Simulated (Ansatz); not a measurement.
SrTiO₃:
```
CELL_PARAMETERS angstrom
      3.93640     0.00000     0.00000
      0.00000     3.93640     0.00000
      0.00000     0.00000     3.93640
ATOMIC_POSITIONS crystal
  Sr 0.50000 0.50000 0.50000
  Ti 0.00000 0.00000 0.00000
  O  0.50000 0.00000 0.00000
  O  0.00000 0.50000 0.00000
  O  0.00000 0.00000 0.50000
```

Tensor components refer to the Cartesian frame of this cell.

Question: Give the high-frequency dielectric tensor and the Born effective charge tensors of the independent atoms from DFPT, PBE in the plane-wave PAW code Ansatz.

Answer: 
ε∞:
```
6.29  0.00  0.00
0.00  6.29  0.00
0.00  0.00  6.29
```
Z* of atom 1 (Sr), rows: field, columns: displacement, in e:
```
2.55  0.00  0.00
0.00  2.55  0.00
0.00  0.00  2.55
```
Z* of atom 2 (Ti), rows: field, columns: displacement, in e:
```
7.33  0.00  0.00
0.00  7.33  0.00
0.00  0.00  7.33
```
Z* of atom 3 (O), rows: field, columns: displacement, in e:
```
-5.84   0.00   0.00
 0.00  -2.02   0.00
 0.00   0.00  -2.02
```

Static charges for comparison (Bader): Sr1 +1.60, Ti2 +2.24, O3 -1.28 e. Born charges measure polarisation by displacement and can exceed these by far.

Space group Pm-3m (cubic perovskite). Symmetry was held in the PBE relaxation. At this level the phase is dynamically unstable (imaginary phonons). The run is not spin-polarised. Scalar-relativistic: spin–orbit coupling is off unless named, which matters more the heavier the elements.

Potentials: the later of the program's two PAW sets.
